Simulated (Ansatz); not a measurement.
Bi: 209Bi nuclear quadrupole resonance

Cell: a measured structure from the Crystallography Open Database (COD) whose atoms were relaxed with PBE, the cell held.

```xyz
2
Lattice="2.2675 1.3091 3.9380 -2.2675 1.3091 3.9380 0.0000 -2.6183 3.9380" Properties=species:S:1:pos:R:3 pbc="T T T"
Bi    0.0000    0.0000    2.7911
Bi    0.0000    0.0000    9.0229
```

Atom numbers follow the list; atoms alike are taken as one site, whose name carries the number of the first.

The numbers come from a DFT calculation in Ansatz (r2SCAN, plane waves and PAW, scalar-relativistic, 500 eV cutoff, Γ-centred 9×9×9 k-points, Fermi–Dirac smearing 0.05 eV).

209Bi: I = 9/2, Q = -516.0 mb (year-2017 value). Static lattice, zero field.

(1) At which frequencies do the 209Bi NQR lines lie?

Results:

(1) For I = 9/2 and η = 0 the lines are |C_Q|/24 times 1, 2, 3 and 4; η shifts the lowest up most.

```tsv
site	atoms	V_zz (10²¹ V/m²)	C_Q (MHz)	η	line frequencies (MHz)
Bi	1, 2	-3.95	49.3	0.00	2.05, 4.11, 6.16, 8.22
```

An axis of threefold or higher order runs through Bi, so V_zz lies along it and η is zero.

Spin–orbit coupling is left out, which shifts gradients on Bi by a few per cent in wide-gap crystals, and can shift them far more where the calculated gap is small or absent, as here. Newer work puts Q(²⁰⁹Bi) near −420 mb, which would lower these couplings by about a fifth. With a gap of 0.17 eV under a smearing of 0.05 eV the band edges are partly filled, so small gradients can hang on the smearing and the k-mesh.
